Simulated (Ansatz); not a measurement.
A geometry of Ag away from equilibrium: step 2 of the relaxation of a relaxed Ag cell displaced along its unstable phonon at q = (½, ½, ½) of its primitive reciprocal cell (51i cm⁻¹), largest move 0.15 Å. Level of theory: PBEsol (plane waves to 420 eV, PAW, scalar-relativistic; Ansatz, a quantum-chemistry and plane-wave program). Γ-centred k-mesh 13×13×13 on the run's cell (coarser than for final values), Fermi–Dirac smearing 0.05 eV.

```xyz
4
Lattice="-5.1007 5.1878 2.7275 0.0000 0.0000 2.7275 0.0000 5.1878 0.0000" Properties=species:S:1:pos:R:3:forces:R:3 pbc="T T T" free_energy=-30088.266 pressure_GPa=-0.2
Ag     0.0000     2.2890     0.6913    0.0000   -0.2925    0.0583
Ag    -2.5503     5.4928     2.0551    0.0000    0.2925    0.0583
Ag     0.0000    -0.3049    -0.0094    0.0000   -0.2925   -0.0583
Ag    -2.5503     8.0867     4.0818    0.0000    0.2925   -0.0583
```

Positions in Å, forces in eV/Å, free energy of the cell in eV (comparable only within this code, potentials and settings). Largest force: 0.30 eV/Å, on Ag1, Ag2, Ag3, Ag4 (atoms numbered as listed); the geometry lies 0.24 eV/atom above the end of its relaxation.

No spin polarisation in the result.

The run could not lose the symmetry of its start: the end is stationary, and may be a saddle point rather than a minimum.

The end of the path is a generated cell of Ag: the first start was made by placing the elements on the sites of a structure type, and the end was not matched to a known phase here, so it may be hypothetical. Known forms of Ag include space group No. 225.
